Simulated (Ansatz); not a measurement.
W (hcp (Mg type), P6_3/mmc) under volume change, LDA in the plane-wave PAW code Ansatz, shape and atoms relaxed at each volume.

| V (Å³/atom) | E − E(relaxed) (meV/atom) | P (GPa) |
|---|---|---|
| 14.312 | 142.5 | 34.95 |
| 14.784 | 59.9 | 21.47 |
| 15.256 | 14.2 | 9.88 |
| 15.728 | 0.0 | 0.00 |
| 16.200 | 12.7 | -8.42 |
| 16.672 | … | … |
| 17.144 | … | … |

### Question
Fill in the missing entries.

### Answer

- 17.144, E − E(relaxed) (meV/atom): 103.7
- 17.144, P (GPa): -21.76
- 16.672, E − E(relaxed) (meV/atom): 48.4
- 16.672, P (GPa): -15.62

### Question
What does a third-order Birch–Murnaghan fit give for V₀, B₀ and B′?

### Answer
V₀ = 15.73 Å³/atom, B₀ = 303 GPa, B′ = 4.2.

The workflow started from a Materials Project entry (that database holds measured and hypothetical structures alike); the Crystallography Open Database copy checked does not list it. It is not the phase usual at ambient conditions (space group No. 229). The cell was relaxed with LDA under the symmetry of its start; whether a distortion lowers the energy is not shown. The run is not spin-polarised. Scalar-relativistic: spin–orbit coupling is off unless named, which matters more the heavier the elements.

Potentials: the later of the program's two PAW sets.
